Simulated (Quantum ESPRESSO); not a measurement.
**Band energies of Tl$_{3}$GaF$_{6}$**

```
Tl3GaF6
1.0
    0.00000     4.48975     4.48975
    4.48975     0.00000     4.48975
    4.48975     4.48975     0.00000
F Ga Tl
6 1 3
Direct
  0.78850   0.21150   0.21150
  0.21150   0.78850   0.78850
  0.21150   0.78850   0.21150
  0.78850   0.21150   0.78850
  0.21150   0.21150   0.78850
  0.78850   0.78850   0.21150
  0.00000   0.00000   0.00000
  0.25000   0.25000   0.25000
  0.75000   0.75000   0.75000
  0.50000   0.50000   0.50000
```

norm-conserving LDA (Quantum ESPRESSO, 84 Ry, without SOC); path ΓXWKΓLUWLK,UX; energies in eV from the valence-band maximum.

| k (1/Å) | point | band 43 | band 44 | band 45 | band 46 | band 47 | band 48 | band 49 | band 50 |
|---|---|---|---|---|---|---|---|---|---|
| 0.00 | Γ | -2.19 | -1.84 | -1.84 | -1.84 | -1.13 | 4.95 | 4.95 | 4.95 |
| 0.23 |  | -2.16 | -1.89 | -1.89 | -1.84 | -0.85 | 4.38 | 4.38 | 5.02 |
| 0.47 |  | -1.97 | -1.89 | -1.83 | -1.64 | -0.27 | 3.88 | 3.88 | 4.28 |
| 0.70 | X | -2.00 | -1.83 | -1.66 | -1.37 | 0.00 | 3.70 | 3.70 | 3.81 |
| 0.70 | W | -1.92 | -1.92 | -1.48 | -1.48 | -0.01 | 3.11 | 4.46 | 4.55 |
| 0.95 | K | -1.97 | -1.88 | -1.58 | -1.44 | -0.04 | 3.29 | 3.92 | 4.50 |
| 1.13 |  | -1.92 | -1.92 | -1.64 | -1.64 | -0.24 | 3.49 | 4.31 | 4.51 |
| 1.50 |  | -2.23 | -1.87 | -1.86 | -1.85 | -0.97 | 4.51 | 4.55 | 5.02 |
| 1.69 | Γ | -2.19 | -1.84 | -1.84 | -1.84 | -1.13 | 4.95 | 4.95 | 4.95 |
| 1.89 |  | -2.26 | -1.87 | -1.87 | -1.86 | -0.95 | 4.40 | 4.75 | 4.75 |
| 2.30 | L | -1.94 | -1.94 | -1.91 | -1.63 | -0.45 | 3.77 | 4.56 | 4.56 |
| 2.51 |  | -1.94 | -1.91 | -1.72 | -1.56 | -0.26 | 3.53 | 4.25 | 4.55 |
| 2.72 | U | -1.97 | -1.88 | -1.58 | -1.44 | -0.04 | 3.29 | 3.92 | 4.50 |
| 2.72 | W | -1.92 | -1.92 | -1.48 | -1.48 | -0.01 | 3.11 | 4.46 | 4.55 |
| 2.85 |  | -1.93 | -1.92 | -1.54 | -1.50 | -0.06 | 3.20 | 4.36 | 4.51 |
| 2.97 |  | -1.93 | -1.92 | -1.67 | -1.54 | -0.21 | 3.44 | 4.36 | 4.44 |
| 3.22 | L | -1.94 | -1.94 | -1.91 | -1.63 | -0.45 | 3.77 | 4.56 | 4.56 |
| 3.33 |  | -1.94 | -1.91 | -1.86 | -1.61 | -0.39 | 3.70 | 4.45 | 4.51 |
| 3.43 |  | -1.94 | -1.91 | -1.72 | -1.56 | -0.26 | 3.53 | 4.25 | 4.55 |
| 3.65 | K | -1.97 | -1.88 | -1.58 | -1.44 | -0.04 | 3.29 | 3.92 | 4.50 |
| 3.65 | U | -1.97 | -1.88 | -1.58 | -1.44 | -0.04 | 3.29 | 3.92 | 4.50 |
| 3.89 | X | -2.00 | -1.83 | -1.66 | -1.37 | 0.00 | 3.70 | 3.70 | 3.81 |

The LDA gap is 3.11 eV and nearly direct: the edges lie at X and W, the smallest direct gap within 0.02 eV of it. Another valence extremum on the path lies within 0.02 eV, too close to call.

Spin-orbit coupling is left out; with 6p states at a band edge it can lower the gap by many tenths of an eV, most of a small gap.

Geometry of the Materials Project entry, not relaxed at this level.

The structure is a Materials Project entry; no match was found in the copy of COD used, and its stability was not checked.
